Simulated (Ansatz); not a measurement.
**W: stationary points along a deformation path**

Computed with DFT PBEsol, scalar-relativistic, plane waves, PAW in Ansatz. The runs took a 420 eV cutoff, a Γ-centred 30×30×30 mesh and Gaussian smearing (0.15 eV). Spin–orbit coupling is left out, which can shift energies with elements as heavy as these. No spin polarisation. Energies are free energies at this smearing, counted from the undisturbed cell; pressure is positive in compression.

Reference structure (relaxed at this level; with this scan's settings it stands at -0.1 GPa):

```
W
1.0
    -1.57718    1.57718    1.57718
     1.57718   -1.57718    1.57718
     1.57718    1.57718   -1.57718
W
1
Direct
  0.00000 0.00000 0.00000
```

At fixed volume and fractional coordinates, lengths along (0.000, 0.000, 1.000) are scaled against those across it; ρ is that ratio over its starting value. V = 15.693 Å³/atom. Δσ is the stress along the axis less the mean stress across it (compression positive).

| ρ | ΔE (meV/atom) | Δσ (GPa) | space group |
| --- | --- | --- | --- |
| 0.650 | 1159.5 | 98.23 | I4/mmm |
| 0.707 | 744.4 | 54.60 | I4/mmm |
| 0.780 | 490.6 | 33.81 | I4/mmm |
| 0.850 | 277.6 | 43.76 | I4/mmm |
| 0.920 | 78.5 | 28.61 | I4/mmm |
| 0.960 | 18.9 | 14.16 | I4/mmm |
| 1.000 | 0.0 | 0.00 | Im-3m |
| 1.050 | 25.4 | -15.51 | I4/mmm |
| 1.100 | 90.9 | -26.90 | I4/mmm |
| 1.200 | 269.2 | -33.01 | I4/mmm |
| 1.300 | 424.7 | -23.94 | I4/mmm |
| 1.414 | 497.3 | -0.05 | Fm-3m |
| 1.500 | 468.3 | 12.05 | I4/mmm |

How does the stress give the slope of the energy, and where is the energy stationary?

Along the path d ln(length) is 2/3 d ln ρ on the axis and −1/3 d ln ρ across it, so dE/d ln ρ = −(2/3) V Δσ: the energy falls with ρ where Δσ is positive. Δσ vanishes or changes sign at ρ = 1.000 (Im-3m), a minimum at 0.0 meV/atom; at ρ = 1.414 (Fm-3m), a maximum at 497.3 meV/atom. Pairs of stationary points between two samples would go unseen, and could change a minimum read from distant neighbours into a maximum. At ρ = 1.000, 1.414 the cell is cubic, where symmetry alone makes the stress isotropic and the slope zero.

Which shear constant sets the curvature at ρ = 1?

For a cubic crystal E/V = (2/3) C (ln ρ)² with C = C′ = (C11 − C12)/2, so Δσ = −2C ln ρ. The parabola of Δσ against ln ρ through ρ = 0.960, 1 and 1.050 gives C ≈ 167 GPa with the ions clamped, rough because the steps are large.

Integrate that slope from ρ = 1 to 1.200 by the trapezoid rule.

With V/N in Å³ and 1 eV/Å³ = 160.2 GPa the slopes at ρ = 1.000, 1.050, 1.100, 1.200 are 0, 1013, 1757, 2156 meV/atom per unit of ln ρ. The steps add 24.7 + 64.4 + 170.2 = 259.4 meV/atom, against 269.2 from the energies; the trapezoid rule misses the curvature of the slope within each step.

In a metal these slopes depend on the k mesh and the smearing.

Cost: 13 runs of about 2 core-minutes in all, on Intel Xeon 6975P-C (Granite Rapids) (shared hosts).